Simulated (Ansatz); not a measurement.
## WC: moving W off its site

WC, Fm-3m, a = 4.385 Å (as given, not relaxed at this level: -10.1 GPa). This isn't the usual stable structure of the compound. Ansatz: PBEsol, PAW, 420 eV, Γ-centred 18×18×18 mesh on 2 atoms, Gaussian smearing 0.15 eV; no spin polarisation.

```
CELL_PARAMETERS angstrom
0.00000 2.19268 2.19268
2.19268 0.00000 2.19268
2.19268 2.19268 0.00000
ATOMIC_POSITIONS crystal
W 0.00000 0.00000 0.00000
C 0.50000 0.50000 0.50000
```

Atom 1 (W) moves by x along the unit vector (0.000, -0.707, -0.707), with its periodic images; all else is held. y is the free energy of the cell over the start, F the force along the path summed over the moved atoms. Symmetry makes y even in x.

```
 x (Å) y (meV) F (eV/Å)
-0.200        ?         ?
-0.100     31.7      0.67
 0.000      0.0      0.00
 0.025      1.8     -0.15
 0.050      7.5     -0.31
 0.075     17.3     -0.48
 0.125     51.0     -0.87
 0.150     75.5     -1.09
 0.175    105.4     -1.30
```

Fit y = c2 x² + c4 x⁴ to the energies of the other rows, give the force constant, and predict energy and force of the missing row.

Least squares on the rows shown. y = 3055 x² + 12800 x⁴. The force constant is 2 c2 = 6.11 eV/Å², for the cell as given, at -10.1 GPa (for all images moving together, not for a lone atom). With two atoms in a cubic cell this is the optical mode at Γ (in a metal it hangs on mesh and smearing): ω = 521.5 √(2 c2/μ) = 384 cm⁻¹ for μ = 11.27 u. The force −dy/dx at the missing row is 1.63 eV/Å (computed 1.52). At x = -0.200 the fit asked for gives 142.7 meV. The run gave 140.7 meV, so the fit is 2.0 meV too high, 1.4 % of the span of the series, against an rms of 0.2 meV on the fitted rows. The row lies outside the fitted range. With a term in x⁶ added, a fit to the same known rows predicts 139.9 meV, so most of the miss is curvature that the known rows already hold.

Spin–orbit coupling is left out, which can shift energies with elements as heavy as these.